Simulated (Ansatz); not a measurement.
# Clamped-ion strain scan in Si

Level of theory: DFT r2SCAN, scalar-relativistic, plane waves, PAW (Ansatz). Settings: plane waves to 500 eV, k-mesh 10×10×8 (Γ-centred), Gaussian smearing 0.15 eV. No spin polarisation. Energies are free energies at this smearing, counted from the undisturbed cell; pressure is positive in compression.

Reference structure (relaxed at this level; with this scan's settings it stands at -0.1 GPa; this form isn't the usual structure):

```
Si
1.0
     4.60416   -2.45534    0.00000
     4.60416    2.45534    0.00000
     0.00000    0.00000    5.37528
Si
8
Direct
  0.49999 0.50001 0.77085
  0.50001 0.49999 0.22915
  0.00001 0.99999 0.27085
  0.99999 0.00001 0.72915
  0.72515 0.72515 0.50000
  0.22515 0.22515 0.00000
  0.27485 0.27485 0.50000
  0.77485 0.77485 0.00000
```

The cell is strained by ε times the Voigt pattern (0, 0, 1, 0, 0, 0) (xx, yy, zz, yz, xz, xy; engineering shear) with fractional coordinates fixed. The cell is metallic on the mesh throughout.

(ε, ΔE (meV/atom)): (-0.1000, 124.2), (-0.0750, 64.8), (-0.0500, 27.2), (0.0000, 0.0), (0.0250, 6.1), (0.0750, 44.1), (0.1000, 71.5)